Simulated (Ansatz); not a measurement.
ScF3:
```yaml
crystal:
  lattice:
    - [2.85353, 1.64749, 2.32989]
    - [-2.85353, 1.64749, 2.32989]
    - [0.00000, -3.29498, 2.32989]
  atoms:
    - { symbol: Sc, position: [0.00000, 0.00000, 0.00000] }
    - { symbol: F, position: [0.50000, 0.00040, 0.99960] }
    - { symbol: F, position: [0.99960, 0.50000, 0.00040] }
    - { symbol: F, position: [0.00040, 0.99960, 0.50000] }
```

Relaxed with HSE06. Special points in fractions of this cell's reciprocal vectors: Γ (0.000, 0.000, 0.000); L (0.500, 0.000, 0.000); T (0.500, -0.500, 0.500); P0 (0.500, -0.500, 0.500); P2 (0.500, 0.500, 0.500); F (0.500, -0.500, 0.000).

Question: List the band energies nearest the valence-band maximum at these points for DFT-HSE06 in the program Ansatz with PAW potentials.

Answer: In eV from the valence-band maximum; about four levels below and three above (degenerate sets whole), none deeper than 8.9 eV; points with the same levels are listed once.

```tsv
k	below	above
Γ	-0.59 -0.59 -0.59 -0.51 -0.51 -0.51	8.78 8.78 8.78
L	-1.12 -1.12 -0.71 -0.54 -0.54	8.83 9.68 9.68
T	-2.23 -2.23 -2.23 0.00 0.00 0.00	10.44 10.44 10.44
F	-1.10 -1.10 -0.95 -0.95 0.00	9.72 9.72 10.38
```

Space group Pm-3m (ReO3 type). The first step of the workflow began from a Materials Project structure, measured or hypothetical; the Crystallography Open Database files this formula in space group No. 221, but the cells were not matched. Its standing as an ambient phase is unchecked. The cell was relaxed with HSE06 under the symmetry of its start; its stability against distortions is not shown here. No spin polarisation was allowed. The hybrid was solved on a coarse mesh, the path and, where they were found, the r²SCAN edge points; its band edges are the extreme levels among these. Point labels and valley counts follow the cell and symmetry of the run, lower than the named group.

Potentials: the earlier of the program's two PAW sets.
